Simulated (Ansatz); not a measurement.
According to plane-wave PAW r²SCAN (Ansatz code), SiO2 in the tetragonal phase (P4_12_12; Si on 4a, O on 8b) relaxes to a = 4.984 Å, c = 6.924 Å. Si has 4 nearest neighbours from 1.61 Å (tetrahedral); O has 2 nearest neighbours from 1.61 Å (bent). Its formation energy from the elements is -2.99 eV/atom, with no fitted shifts.

It is gapped at this level: 6.34 eV (direct). The valence maximum lies at Γ and the conduction minimum at Γ. The screened hybrid HSE06 puts the gap at 7.51 eV. Electrons at the band edge weigh 0.53 mₑ (isotropic). The hole mass is 1.7, 2.0, 2.0 mₑ (principal values).

The bulk modulus is 15.0 GPa. The relaxed-ion elastic constants in GPa are C11 = 58.1, C12 = 4.4, C13 = -8.9, C33 = 46.8, C44 = 75.3, C66 = 27.9. The elastic constants imply a Debye temperature near 561 K. Perturbation theory gives ε∞ = 2.20 (xx = yy), 2.19 (zz). Letting the ions move raises it to ε0 = 3.99 (xx = yy), 3.78 (zz). Born charges are Si +3.34, O -1.67 e. The phonon dispersion is stable (no imaginary branch). Without the LO–TO term the highest mode at Γ lies at 1199 cm⁻¹. Bader charges are Si +3.37, O -1.68 e.

The measured cell (COD 9009686, doi:10.1063/1.334545; 296 K, pressure taken as ambient) has 14.27 Å³ per atom; the computed volume differs by 0.5 %, which includes thermal expansion and zero-point motion.

The cell was relaxed with r²SCAN under the symmetry of its start. The references are the lowest solids computed at this level, not always the standard phases (solids in place of the gases).

Potentials: the later of the program's two PAW sets.
